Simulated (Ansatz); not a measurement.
**ZrBi in the WC-type structure**

Level of theory: DFT, PBEsol, scalar-relativistic, no spin polarisation; plane waves to 420 eV with PAW datasets (Ansatz 0.2.0), 10×10×8 k-mesh, Gaussian smearing of 0.05 eV; PAW files: Ansatz's generated set soft_2.

```xyz
2
Lattice="3.8430 0.0000 0.0000 -1.9215 3.3281 0.0000 0.0000 0.0000 3.9792" Properties=species:S:1:pos:R:3 pbc="T T T"
Zr    0.0000    0.0000    0.0000
Bi    1.9215    1.1094    1.9896
```

This is a trial structure; measured cells of the compound in the Crystallography Open Database are in space group Cmcm.

The cell is relaxed to zero pressure at this level.

Path: Γ–M–K–Γ–A–L–H–A | L–M | H–K, with Γ = (0.000, 0.000, 0.000), M = (0.500, 0.000, 0.000), K = (0.333, 0.333, 0.000), A = (0.000, 0.000, 0.500), L = (0.500, 0.000, 0.500), H = (0.333, 0.333, 0.500) in reciprocal vectors of the calculation's cell.

Task: Is it a metal or an insulator, and if it has a gap, where are the band edges on this path?

Result: A metal: bands cross the Fermi level.

Levels between -6 and 6 eV from the Fermi level at the path's named points:
```tsv
point	below E_F (eV)	above E_F (eV)
Γ	-1.26 -0.79 -0.79 -0.09	1.81 1.81 3.56 4.80 4.80
M	-4.78 -1.65 -0.83	0.26 1.63 2.78 3.16 4.63 5.01
K	-3.96 -3.08 -1.53	0.87 1.64 1.85 1.98
A	-5.35	0.04 0.04 0.71 0.71 1.96 4.23 4.23
L	-3.53 -3.45 -1.65 -0.03	2.65 2.76 3.33 4.17
H	-3.75 -3.26 -1.91	0.09 2.58 3.11 3.49 4.33 5.03 5.36
```

The calculation's cell holds 27 valence electrons, an odd number. Without magnetic order each band takes two, so one stays part-filled and the crystal must be a metal. (Only strong correlation, outside this picture, could make a Mott insulator of it.) A formal count (Zr⁴⁺, Bi³⁻) leaves 1 electron a formula unit beyond the anions' closed shells. It goes into the bands above the anion p states, which fits the metal found.

Spin–orbit coupling, which matters for such heavy elements, is left out.
